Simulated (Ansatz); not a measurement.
A geometry of CuAu$_{3}$ away from equilibrium: step 12 of the relaxation of a generated cell, CuAu3 built in the AFLOW prototype AB3_hR8_148_c_f (D0_5, as in BiI3). Computed with PBEsol (plane waves to 420 eV, PAW, scalar-relativistic; Ansatz, a quantum-chemistry and plane-wave program). Γ-centred k-mesh 7×7×7 on the run's cell (coarser than for final values), Fermi–Dirac smearing 0.05 eV.

```xyz
8
Lattice="2.4955 1.4408 6.1392 -2.4955 1.4408 6.1392 0.0000 -2.8816 6.1392" Properties=species:S:1:pos:R:3:forces:R:3 pbc="T T T" free_energy=-91219.267 pressure_GPa=2.4
Cu     0.0000     0.0000     6.1349    0.0000    0.0000    0.0001
Cu     0.0000     0.0000    12.2827    0.0000    0.0000   -0.0001
Au    -1.6809     0.0365     8.0401    0.0002   -0.0017   -0.0107
Au     0.8088    -1.4739     8.0401    0.0014    0.0011   -0.0107
Au     0.8720     1.4374     8.0401   -0.0016    0.0007   -0.0107
Au     1.6809    -0.0365    10.3775   -0.0002    0.0017    0.0107
Au    -0.8088     1.4739    10.3775   -0.0014   -0.0011    0.0107
Au    -0.8720    -1.4374    10.3775    0.0016   -0.0007    0.0107
```

Positions in Å, forces in eV/Å, free energy of the cell in eV (comparable only within this code, potentials and settings). Largest force: 0.01 eV/Å, on Au3, Au4, Au5, Au6, Au7, Au8 (atoms numbered as listed); the geometry lies 0.02 eV/atom above the end of its relaxation.

No spin polarisation in the result.

The run could not lose the symmetry of its start: the end is stationary, and may be a saddle point rather than a minimum.

The end of the path is a generated cell of CuAu3: the first start was made by placing the elements on the sites of a structure type, and the end was not matched to a known phase here, so it may be hypothetical.
